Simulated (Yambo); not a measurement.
```
CELL_PARAMETERS angstrom
      0.00000     2.74532     2.74532
      2.74532     0.00000     2.74532
      2.74532     2.74532     0.00000
ATOMIC_POSITIONS crystal
  Ga 0.00000 0.00000 0.00000
  As 0.75000 0.75000 0.75000
```

GaAs (zinc blende, space group F-43m, No. 216) under isotropic strain of -3 % on all lattice vectors: mean Im ε in 1 eV windows above the direct gap of 1.95 eV, for different electron-hole kernels (Yambo, broadening 0.15 eV, PBE (stringent potentials; pw.x of Quantum ESPRESSO, ONCV potentials, without SOC) bands; 8×8×8 mesh, 3 valence and 5 conduction bands, static screening with 39 bands and a 4 Ry block, scissor 0.75 eV, Tamm-Dancoff; field along x).

```json
[
 {"window (eV)": "2.0 to 3.0", "independent quasiparticles": "3.8", "BSE": "7.7"},
 {"window (eV)": "3.0 to 4.0", "independent quasiparticles": "13", "BSE": "16"},
 {"window (eV)": "4.0 to 5.0", "independent quasiparticles": "18", "BSE": "25"},
 {"window (eV)": "5.0 to 6.0", "independent quasiparticles": "18", "BSE": "10"},
 {"window (eV)": "6.0 to 7.0", "independent quasiparticles": "13", "BSE": "9.1"},
 {"window (eV)": "7.0 to 8.0", "independent quasiparticles": "6.6", "BSE": "3.8"}
]
```

This run doesn't resolve bound excitons or single peaks, so only averages are given, and they too depend on the mesh; weight that the attraction moves below the gap isn't listed. All transitions below 10.45 eV are in the band window. The scissor comes from a G0W0 run whose convergence isn't established.

Spin-orbit splittings are left out.

Geometry strained from the cell relaxed with PBEsol, atoms relaxed again.
